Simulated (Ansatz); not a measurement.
SiOs (CsCl type, Pm-3m) under volume change, the program Ansatz at the LDA level (PAW), scaled uniformly.

```tsv
V (Å³/atom)	E − E(relaxed) (meV/atom)	P (GPa)
11.320	120.0	37.60
11.693	50.0	22.85
12.066	11.7	10.40
12.439	0.0	-0.01
12.812	10.4	-8.66
13.186	39.4	-16.06
13.559	84.4	-22.43
```

**Question.** What does a third-order Birch–Murnaghan fit give for V₀, B₀ and B′?

**Answer.** V₀ = 12.44 Å³/atom, B₀ = 318 GPa, B′ = 4.7.

The workflow started from a Materials Project entry (that database holds measured and hypothetical structures alike); the Crystallography Open Database copy checked does not list it. COD files the formula under space group No. 198. Whether it is the stable phase at ambient conditions was not checked. The LDA relaxation kept the symmetry of its start; its stability against distortions is not shown here. The run is not spin-polarised. Spin–orbit coupling is left out wherever it is not named.

Potentials: the later of the program's two PAW sets.
